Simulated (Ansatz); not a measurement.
## MgO: the gap against volume

MgO, Fm-3m, a = 4.204 Å. Ansatz: r2SCAN, PAW, 500 eV, Γ-centred 10×10×10 mesh on 2 atoms, Gaussian smearing 0.02 eV; no spin polarisation. Symmetry fixes shape and atoms, so the cell is only scaled; x = ln(V/V0) with V0 = 9.290 Å³/atom. The gap is read at the mesh points alone.

```tsv
x	gap y (eV)
-0.0619	?
-0.0305	6.001
0.0000	5.685
0.0296	5.389
0.0583	5.112
```

**Question.** Fit a straight line to the other rows, give the volume deformation potential of the gap and its pressure coefficient, and predict the missing gap. B0 = 166.7 GPa.

**Answer.** Means x = 0.01435, y = 5.5467; Σ(Δx)² = 0.004382, ΣΔxΔy = -0.04387; the slope is their ratio. y = 5.6904 − 10.012 x. The slope is the deformation potential a = dE_g/d ln V = -10.01 eV, and dE_g/dP = −a/B0 = 60.1 meV/GPa. At x = -0.0619 the fit asked for gives 6.310 eV. The run gave 6.340 eV, so the fit is 0.030 eV too low, 2.4 % of the span of the series, against an rms of 0.005 eV on the fitted rows. The row lies outside the fitted range. With a term in x² added, a fit to the same known rows predicts 6.338 eV, so most of the miss is curvature that the known rows already hold.

Semilocal functionals give gaps under the measured ones; changes of the gap mostly carry over better.